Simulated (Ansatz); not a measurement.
Profile along the Ti–Hg line in TiHg (space group P4/mmm)

TiHg (space group P4/mmm)

Space group P4/mmm (No. 123); a = 2.9628 Å, b = 2.9628 Å, c = 4.0630 Å, α = 90.00°, β = 90.00°, γ = 90.00°

| atom | site | symmetry | x | y | z |
|---|---|---|---|---|---|
| Ti | 1d | 4/mmm | 0.5000 | 0.5000 | 0.5000 |
| Hg | 1a | 4/mmm | 0.0000 | 0.0000 | 0.0000 |

Fields along a shortest Ti–Hg line of a (0 -1 1) plane (2.92 Å), from Ti to Hg, interpolated on the slice's grid (step about 0.2 Å). Level of theory: PBEsol (plane waves to 420 eV, PAW, scalar-relativistic; Ansatz, a quantum-chemistry and plane-wave program). k mesh 16×16×12. Inside the PAW spheres the values are not all-electron values, and peaks at nuclei hang on which shells count as valence. Spin-orbit coupling is left out, though Hg is heavy. TiHg is run without spin polarisation. TiHg was relaxed with its symmetry unable to fall.

```
distance from Ti (Å)  valence electron density (e/Å³)  electron localisation function
--------------------  -------------------------------  ------------------------------
0.00                                            10.20                               x
0.15                                             9.98                               x
0.29                                             8.86                               x
0.44                                             6.60                               x
0.58                                             3.79                            0.64
0.73                                             1.61                            0.51
0.88                                             0.63                            0.27
1.02                                             0.32                            0.12
1.17                                             0.22                            0.11
1.31                                             0.21                            0.21
1.46                                             0.24                            0.31
1.61                                             0.30                            0.34
1.75                                             0.44                            0.32
1.90                                             0.76                            0.34
2.04                                             1.53                            0.39
2.19                                             3.28                            0.45
2.34                                             6.13                            0.50
2.48                                             9.62                               x
2.63                                            13.28                               x
2.77                                            16.26                               x
2.92                                            17.46                               x
```

x: too close to a nucleus for the ELF to mean much.

Density on the Ti–Hg line (2.92 Å) at its density minimum, 1.3 Å from Ti: 0.21 e/Å³. ELF at that point: 0.2.
